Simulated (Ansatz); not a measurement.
AlBiO4, before and after

The cell of AlBiO4 is invented: random cell by space group and Wyckoff sites (P4/mmm, No. 123). Its size is a rough estimate.

POSCAR.start

```
Al Bi O
1.0
     4.19727    0.00000    0.00000
     0.00000    4.19727    0.00000
     0.00000    0.00000    5.24178
Al Bi O
1 1 4
Cartesian
  2.0986 2.0986 2.6209
  2.0986 2.0986 0.0000
  3.6333 2.0986 2.6209
  0.5640 2.0986 2.6209
  2.0986 0.5640 2.6209
  2.0986 3.6333 2.6209
```

Method: Ansatz 0.2.0, DFT PBE, scalar-relativistic, plane waves, PAW. Cutoff 420 eV, Gaussian smearing, Γ-centred meshes. Cell and atoms relax first on a coarse mesh and then on a finer one. In between, the cell is made exact in the group found at 0.06 Å. In metals the finer mesh still leaves noise of several meV/atom or more. The steps can't lower the symmetry of their start. No spin polarisation.

POSCAR.end

```
Al Bi O
1.0
     4.94176    0.00000    0.00000
     0.00000    4.94176    0.00000
     0.00000    0.00000    5.63212
Al Bi O
1 1 4
Direct
  0.50000 0.50000 0.50000
  0.50000 0.50000 0.00000
  0.86684 0.50000 0.50000
  0.13316 0.50000 0.50000
  0.50000 0.13316 0.50000
  0.50000 0.86684 0.50000
```

The symmetry stays P4/mmm (No. 123). The volume per atom grows by 48.9 %, from 15.4 to 22.9 Å³. The shortest distance goes from 1.13 Å (O–O) to 1.32 Å (O–O). The energy falls by about 1.1 eV/atom (the start's value is from the coarse mesh).

```
Volume per atom                          : 22.92 Å³
Density                                  : 3.62 g/cm³
Energy over the elements                 : +0.05 eV/atom
Gap on the 8×8×8 mesh of the 6-atom cell : 0 eV (a metal)
```

Formation energies are uncorrected and refer to the elements' standard structures at the same level (O₂ as a molecule). A positive value: parting into the elements would lower its energy.

The last run used Gaussian smearing of 0.10 eV. These runs have no spin–orbit coupling, which can matter for Bi. Symmetry constrained the relaxation, so the result can be a saddle point. In all, the 3 runs took 2.3 min on 1 thread of Arm Neoverse V1, with other jobs on the host. Another cell of AlBiO4 relaxed alike, in P-43m, lies 1.28 eV/atom lower, so this cell isn't the stable form at this level.
